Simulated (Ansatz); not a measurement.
Here is the system:

AlB2W2:
```cif
data_AlB2W2
_chemical_formula_sum 'W2 Al1 B2'
_space_group_name_H-M_alt 'P 1'
_space_group_IT_number 1
_cell_length_a 3.01376
_cell_length_b 3.01376
_cell_length_c 7.48125
_cell_angle_alpha 90.000
_cell_angle_beta 90.000
_cell_angle_gamma 120.000
loop_
_space_group_symop_operation_xyz
  'x, y, z'
loop_
_atom_site_label
_atom_site_type_symbol
_atom_site_fract_x
_atom_site_fract_y
_atom_site_fract_z
_atom_site_occupancy
W1 W 0.33333 0.66667 0.71007 1
W2 W 0.33333 0.66667 0.28993 1
Al1 Al 0.00000 0.00000 0.00000 1
B1 B 0.00000 0.00000 0.50000 1
B2 B 0.66667 0.33333 0.50000 1
```

This is the PBE-relaxed structure.

**Question.** All from plane-wave PAW PBE (Ansatz code), unless another level is named. Estimate the density of states at the Fermi level.

**Answer.** 0.60 states/eV per atom (mean over ±0.08 eV).

**Question.** Predict the formation energy from the elements (no fitted shifts).

**Answer.** -0.19 eV/atom.

**Question.** Give the gap with spin–orbit coupling.

**Answer.** none (metallic).

Space group P-6m2. The start of the workflow was typed in or built on a structure type; neither database checked (COD, Materials Project) lists it. Its standing as an ambient phase is unchecked. The cell was relaxed with PBE under the symmetry of its start; its stability against distortions is not shown here. The run is not spin-polarised. The references are the lowest solids computed at this level, not always the standard phases. Scalar-relativistic: spin–orbit coupling is off unless named, which matters more the heavier the elements.

Potentials: the earlier of the program's two PAW sets.
